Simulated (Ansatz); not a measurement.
Si2BN:
```xyz
4
Lattice="1.5644 0.9032 5.3806 -1.5644 0.9032 5.3806 0.0000 -1.8064 5.3806" Properties=species:S:1:pos:R:3 pbc="T T T"
B      0.0000     0.0000     0.2094
N      0.0000     0.0000     1.8507
Si     0.0000     0.0000     7.9036
Si     0.0000     0.0000    10.2139
```

Relaxed with r²SCAN. Special points in fractions of this cell's reciprocal vectors: Γ (0.000, 0.000, 0.000); T (0.500, 0.500, 0.500); H2 (0.815, 0.185, 0.500); H0 (0.500, -0.185, 0.185); L (0.500, 0.000, 0.000); S0 (0.343, -0.343, 0.000); S2 (0.657, 0.000, 0.343); F (0.500, 0.000, 0.500).

List the band energies nearest the Fermi level at these points for the program Ansatz at the r²SCAN level (PAW).

In eV from the Fermi level; about four levels below and three above (degenerate sets whole), none deeper than 8.9 eV; points with the same levels are listed once.

```tsv
k	below	above
Γ	-6.08 -6.08 -3.06 -0.78	1.16 1.16 3.77
T	-8.10 -6.56 -6.08 -6.08	0.58 0.99 0.99
H2	-7.61 -5.94 -4.93 -3.49	0.74 1.98 4.49
L	-7.28 -7.14 -5.33 -1.45	0.26 2.73 3.85
S0	-7.68 -5.92 -5.09 -3.54	0.74 2.31 4.47
F	-6.00 -2.95 -1.20 -1.03	1.39 4.02 4.41
```

Space group R3m. The start of the workflow was typed in or built on a structure type; neither database checked (COD, Materials Project) lists it. Whether it is the stable phase at ambient conditions was not checked. The cell was relaxed with r²SCAN under the symmetry of its start; whether a distortion lowers the energy is not shown.

Potentials: the earlier of the program's two PAW sets. The files were generated under PBE; for other functionals the program regenerates the frozen cores, and for LDA and PBEsol the local potential too.
